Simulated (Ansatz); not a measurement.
CdSe:
```cif
data_Cd4Se4
_chemical_formula_sum 'Cd4 Se4'
_space_group_name_H-M_alt 'P63mc'
_space_group_IT_number 186
_space_group_name_Hall 'P 6c -2c'
_cell_length_a 4.30094
_cell_length_b 4.30094
_cell_length_c 14.04362
_cell_angle_alpha 90.000
_cell_angle_beta 90.000
_cell_angle_gamma 120.000
loop_
_atom_site_label
_atom_site_type_symbol
_atom_site_symmetry_multiplicity
_atom_site_Wyckoff_symbol
_atom_site_fract_x
_atom_site_fract_y
_atom_site_fract_z
_atom_site_occupancy
Cd1 Cd 2 a 0.00000 0.00000 0.00030 1
Cd2 Cd 2 b 0.33333 0.66667 0.25019 1
Se1 Se 2 a 0.00000 0.00000 0.31271 1
Se2 Se 2 b 0.33333 0.66667 0.06243 1
```

Relaxed with PBEsol. The program Ansatz at the PBEsol level (PAW) gives a gap of 0.51 eV.

Question: What gap does HSE06 give on the same cell (Ansatz, PAW)?

Answer: 1.58 eV, 1.07 eV more. The hybrid was solved on a coarser mesh and at special points; the gap given is the minimum over both.

| k | v1 PBEsol | c1 PBEsol | v1 HSE06 | c1 HSE06 |
|---|---|---|---|---|
| Γ | 0.00 | 0.51 | 0.00 | 1.58 |
| A | -0.12 | 1.57 | … | … |
| K | -1.14 | 3.68 | … | … |
| H | -1.35 | 3.84 | … | … |
| M | -0.76 | 2.44 | … | … |
| L | -0.95 | 2.88 | -1.00 | 3.96 |

Question: Top valence (v1) and lowest conduction level (c1) in eV from each method's valence maximum (which need not be a listed point): supply the withheld HSE06 values.

Answer: 
- A, v1 HSE06: -0.13
- A, c1 HSE06: 2.53
- H, v1 HSE06: -1.43
- H, c1 HSE06: 4.88
- M, v1 HSE06: -0.81
- M, c1 HSE06: 3.51
- K, v1 HSE06: -1.21
- K, c1 HSE06: 4.79

Cost on shared cores: the PBEsol run (SCF on a 8×8×2 mesh, then bands and DOS) roughly 3 core-minutes, the HSE06 run (SCF on 5×5×2, then a few points) about 15 core-minutes (a rough figure); the tasks are unlike.

Space group P6_3mc. The cell is a constructed one: a structure type filled with these elements. Its sites differ from those of the usual phase in this space group: another stacking or structure type. Symmetry was held in the PBEsol relaxation; whether a distortion lowers the energy is not shown. Scalar-relativistic: spin–orbit coupling is off unless named, which matters more the heavier the elements.

Potentials: the later of the program's two PAW sets.
